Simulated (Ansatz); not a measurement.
**Question.** Name crystals whose computed values (HSE06 (plane waves, PAW; program Ansatz)) fall in these windows: B₀ by P(V) fit (GPa) 53 to 66; gap (eV) 4.0 to 5.4.

**Answer.** 

```
crystal        B₀ by P(V) fit (GPa)  gap (eV)
-------------  --------------------  --------
MgS, wurtzite                  59.2      4.53
```
Others may fit too.

Standing as an ambient phase not checked: MgS, wurtzite. The cell was relaxed under the symmetry of its start.

Potentials: the later of the program's two PAW sets.
